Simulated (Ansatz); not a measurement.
Phonons of LaTiO3 (cubic perovskite) at Γ, X = (0.5, 0.0, 0.0), M = (0.5, 0.5, 0.0), R = (0.5, 0.5, 0.5).

LaTiO₃ (cubic perovskite)

```xyz
5
Lattice="3.8722 0.0000 0.0000 0.0000 3.8722 0.0000 0.0000 0.0000 3.8722" Properties=species:S:1:pos:R:3 pbc="T T T"
La     0.0000     0.0000     0.0000
Ti     1.9361     1.9361     1.9361
O      0.0000     1.9361     1.9361
O      1.9361     0.0000     1.9361
O      1.9361     1.9361     0.0000
```

All values below come from LDA (plane waves to 420 eV, PAW, scalar-relativistic; Ansatz, a first-principles code). Harmonic phonons by density-functional perturbation theory on a 12×12×12 k mesh, in cm⁻¹ and rounded to 5; i marks imaginary ones, q is in fractions of the reciprocal vectors of the cell shown, and the three acoustic modes at Γ are left out. LaTiO3 is run without spin polarisation and with no Hubbard U. LaTiO3 was relaxed with its symmetry unable to fall. This is one of several known forms of LaTiO3; the measured ambient cells at hand have space group No. 62.

```
q                                                                           wavenumbers (cm⁻¹)
-------------------  -------------------------------------------------------------------------
Γ                                                        90 (×3), 260 (×3), 375 (×3), 660 (×3)
X = (0.5, 0.0, 0.0)   55 (×2), 150, 150 (×2), 260 (×2), 285, 290, 350 (×2), 465, 650 (×2), 685
M = (0.5, 0.5, 0.0)  130i, 55, 100 (×2), 235, 265 (×2), 285 (×2), 425, 430 (×2), 640, 665, 740
R = (0.5, 0.5, 0.5)                      145i (×3), 95 (×3), 400 (×3), 405 (×3), 685 (×2), 790
```

The structure is unstable at this level: the lowest mode is 145i cm⁻¹ at R = (0.5, 0.5, 0.5).

Highest mode: 790 cm⁻¹ at R = (0.5, 0.5, 0.5).
